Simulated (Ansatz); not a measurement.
WSi2 (MoSi2 type, space group I4/mmm)

```
CELL_PARAMETERS angstrom
     -1.61458     1.61458     3.93362
      1.61458    -1.61458     3.93362
      1.61458     1.61458    -3.93362
ATOMIC_POSITIONS crystal
  W  0.00000 0.00000 0.00000
  Si 0.33458 0.33458 0.00000
  Si 0.66542 0.66542 0.00000
```

Grid over V/V₀ and (c/a)/(c/a)₀, subscript 0 meaning the relaxed cell; the conventional c axis lies along z; no internal relaxation.

Computed with PBE (plane waves to 420 eV, PAW, scalar-relativistic; Ansatz, an electronic-structure program). k mesh 20×20×20 (Γ-centred), Fermi-Dirac smearing 0.05 eV. Compression counts positive. As the atoms are clamped, bonds stretch with the cell, which overstates energies and stresses. With partly filled bands, the response to shear is sensitive to the k mesh, so small differences along c/a are uncertain. Spin-orbit coupling is left out, though W is heavy. WSi2 is run without spin polarisation. WSi2 was relaxed with its symmetry unable to fall.

At one point of the scan the stress tensor (GPa) is:

```
   15.5      0.0      0.0
    0.0     15.5      0.0
    0.0      0.0    -12.4
```

Problem. Which point is it?
A. V/V₀ = 1.013, (c/a)/(c/a)₀ = 1.053
B. V/V₀ = 0.973, (c/a)/(c/a)₀ = 1.080
C. V/V₀ = 1.027, (c/a)/(c/a)₀ = 1.080
D. V/V₀ = 0.987, (c/a)/(c/a)₀ = 1.000

Solution. B, V/V₀ = 0.973, (c/a)/(c/a)₀ = 1.080

(Under strain, the slope of the energy per volume gives the stress and its curvature an elastic modulus.)
